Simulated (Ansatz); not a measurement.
# NbAs: field gradients at two levels of theory

Cell: a structure deposited in the COD, its atoms then relaxed with PBE in this cell.

```
Nb As
1.0
    -1.72585    1.72585    5.84000
     1.72585   -1.72585    5.84000
     1.72585    1.72585   -5.84000
Nb As
2 2
Cartesian
  0.0000 0.0000 8.7468
  0.0000 1.7258 -0.0132
  0.0000 0.0000 1.9521
  0.0000 1.7258 4.8721
```

Sites (sets of like atoms) are named by element and the number of their first atom in this list.

First run. Method: Kohn–Sham DFT in Ansatz, PBE, plane waves and PAW, scalar-relativistic, collinear spin, 420 eV cutoff, Γ-centred 13×13×13 k-points, Fermi–Dirac smearing 0.05 eV. Start moments as typed (μB): 2 on each Nb, none on the rest.

```json
{"site": "Nb", "atom": "1", "V_zz (10²¹ V/m²)": "1.84", "η": "0.85"}
{"site": "As", "atom": "3", "V_zz (10²¹ V/m²)": "2.89", "η": "0.33"}
```

Second run. The same atoms and settings, except that the functional is PBEsol.

Task: Given the first result, estimate the second.

Result: 

```json
{"site": "Nb", "atom": "1", "V_zz": "1.91", "η": "0.83", "change of V_zz": "+0.07"}
{"site": "As", "atom": "3", "V_zz": "2.93", "η": "0.36", "change of V_zz": "+0.04"}
```

The largest change of V_zz is on Nb, from 1.84 to 1.91. In per cent, |V_zz| changes by +1 on As (all sites that start above 2).

The run finds no gap above 0.1 eV (a metal, or nearly one), so the gradients can move by 10 % or more with the k-mesh. Without spin–orbit coupling (the program notes it for Nb) the gradients can shift somewhat, as the gap is small. Semilocal functionals make gaps too small and can close them, so the real compound need not be a metal. The start moments die out, and the run ends without spin.
